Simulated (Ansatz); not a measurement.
# TaSi (rocksalt type) under strong compression

```xyz
2
Lattice="0.0000 2.5749 2.5749 2.5749 0.0000 2.5749 2.5749 2.5749 0.0000" Properties=species:S:1:pos:R:3 pbc="T T T"
Ta    0.0000    0.0000    0.0000
Si    2.5749    2.5749    2.5749
```

The cell comes from a relaxation on PAW files under the same functional, begun from a prototype that needn't be the stable phase.

Its volume is scaled at fixed shape and fractional positions.

Level of theory: DFT with PBE, scalar-relativistic, in Ansatz 0.2.0; a Γ-centred 14×14×14 k mesh, Fermi–Dirac smearing of 0.05 eV, no spin polarisation. LAPW: all electrons, basis error target 1 meV/atom; PAW: frozen-core files, cutoff 420 eV; crystal datasets: all electrons, by PAW datasets that the program makes for each cell; norm-conserving: pseudopotentials, cutoff 1000 eV; PAW (core large): files with a larger core, cutoff 420 eV.

Energies are extrapolated to zero smearing and count from the unscaled cell; pressure is positive in compression; gaps take the mesh and a band path. No temperature or zero-point motion is included.

Spin–orbit coupling is left out, which matters for the heavy atoms. The structure type is held throughout; the real material can change phase at far lower pressure.

```tsv
V/V0	V (Å³/atom)	P LAPW (GPa)	ΔE LAPW (eV/atom)	P PAW − LAPW (GPa)	ΔE PAW − LAPW (meV/atom)
1.00	17.07	-0.09	0.000	0.08	0.0
0.92	15.71	15.69	0.062	0.23	1.3
0.84	14.34	39.2	0.289	0.50	4.4
0.76	12.97	74.5	0.764	1.01	10.6
0.68	11.61	127.9	1.609	1.93	23.0
0.60	10.24	212.3	3.031	3.54	45.7
0.52	8.88	?	?	?	?
0.45	7.68	563.2	8.732	10.10	146.8
```

(1) Fit the Vinet equation to the LAPW pressures shown (residuals weighted by 1/(|P| + 0.03·Pmax)), and predict the pressure of the withheld row.

(2) At the smallest volume, how far do crystal datasets and norm-conserving and PAW (core large) lie from LAPW in pressure?

(3) How do the Löwdin populations by LAPW change from the unscaled cell to the last row?

## Answers

(1) The fit gives V0 = 17.07 Å³/atom, B0 = 157 GPa and B0′ = 4.11. At 8.88 Å³/atom, x = (V/V0)^(1/3) = 0.8042, and P = 3·B0·(1 − x)/x²·exp[1.5·(B0′ − 1)·(1 − x)] = 355.7 GPa. The run itself gave 352.7 GPa (+0.9 % off) and ΔE = 5.386 eV/atom.

(2) crystal datasets: 0.00 GPa; norm-conserving: -4.12 GPa; PAW (core large): +10.10 GPa, on a LAPW pressure of 563.2 GPa.

(3) Ta 5s 1.95 → 1.80, Ta 6s 0.53 → 0.45, Ta 5p 5.98 → 5.84, Ta 5d 4.19 → 5.91, Si 2s 1.99 → 1.93, Si 3s 1.26 → 0.79, Si 3p 3.03 → 2.17 electrons an atom. These are projections on the shells that the free atoms fill; 0.09 e a cell lies outside them at the start and 0.16 e at the end.
